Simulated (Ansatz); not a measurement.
GaSb:
```cif
data_Ga2Sb2
_chemical_formula_sum 'Ga2 Sb2'
_space_group_name_H-M_alt 'P 1'
_space_group_IT_number 1
_cell_length_a 4.32144
_cell_length_b 4.32144
_cell_length_c 7.12503
_cell_angle_alpha 90.000
_cell_angle_beta 90.000
_cell_angle_gamma 120.000
loop_
_space_group_symop_operation_xyz
  'x, y, z'
loop_
_atom_site_label
_atom_site_type_symbol
_atom_site_fract_x
_atom_site_fract_y
_atom_site_fract_z
_atom_site_occupancy
Ga1 Ga 0.66667 0.33333 0.50050 1
Ga2 Ga 0.33333 0.66667 0.00050 1
Sb1 Sb 0.66667 0.33333 0.87440 1
Sb2 Sb 0.33333 0.66667 0.37440 1
```

Relaxed with r²SCAN.

### Question
Tabulate the valence density and the electron localisation function along the shortest Ga–Sb contact (2.65 Å), plane-wave PAW r²SCAN (Ansatz code).

### Answer


| distance from Ga (Å) | density (e/Å³) | ELF |
|---|---|---|
| 0.27 | 24.09 | 0.02 |
| 0.40 | 9.80 | 0.04 |
| 0.53 | 3.37 | 0.10 |
| 0.66 | 1.32 | 0.19 |
| 0.80 | 0.72 | 0.27 |
| 0.93 | 0.51 | 0.34 |
| 1.06 | 0.43 | 0.48 |
| 1.19 | 0.41 | 0.67 |
| 1.33 | 0.43 | 0.73 |
| 1.46 | 0.48 | 0.66 |
| 1.59 | 0.57 | 0.51 |
| 1.72 | 0.75 | 0.39 |
| 1.86 | 1.16 | 0.29 |
| 1.99 | 2.22 | 0.18 |
| 2.12 | 4.68 | 0.07 |
| 2.25 | 9.17 | 0.01 |
| 2.39 | 15.27 | 0.00 |

The density is the valence pseudo-density with augmentation charge, so density and ELF within about 1 Å of a nucleus are not all-electron values.

Space group P6_3mc (wurtzite). The workflow started from a Materials Project entry (that database holds measured and hypothetical structures alike); the Crystallography Open Database copy checked does not list it. It is not the phase usual at ambient conditions (space group No. 216). The cell was relaxed with r²SCAN under the symmetry of its start; its stability against distortions is not shown here. Spin–orbit coupling is left out wherever it is not named.

Potentials: the later of the program's two PAW sets.
